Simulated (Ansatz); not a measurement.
A relaxed cell of In (I4/mmm (No. 139)), relaxed on a k-mesh at least as fine as the one used below. The numbers are results of r2SCAN (plane waves to 500 eV, PAW, scalar-relativistic; Ansatz, a program for electronic structure), not measurements. Γ-centred k-mesh 11×6×11 on the run's cell (coarser than for final values), Fermi–Dirac smearing 0.05 eV.

```
In
1.0
    0.00000     2.20995     5.59719
    4.41502     0.00000    11.19438
    2.20751     2.20995     0.00000
In
4
Direct
  0.86312   0.43156   0.13688
  0.86312   0.93156   0.13688
  0.13688   0.06844   0.86312
  0.13688   0.56844   0.86312
```

The atoms are displaced by (Å):

```csv
atom,ux,uy,uz
In1,0.184,0.038,-0.055
In2,0.057,-0.012,0.058
In3,-0.155,-0.073,-0.004
In4,0.026,0.027,0.029
```

Question: What forces (eV/Å) and pressure result?

Answer: 
```tsv
atom	Fx	Fy	Fz
In1	-0.19	0.14	0.21
In2	0.13	-0.14	-0.05
In3	0.09	-0.05	0.09
In4	-0.03	0.05	-0.24
```

Pressure +0.2 GPa.

No spin polarisation in the result.

The run that gave the undisplaced cell could not lose the symmetry of its start, so the end can be a saddle point.

The relaxed structure here is a generated cell of In: the first start was made by placing the elements on the sites of a structure type, and the end was not matched to a known phase here, so it may be hypothetical. A known form of In has the same space group; whether the sites agree was not checked.
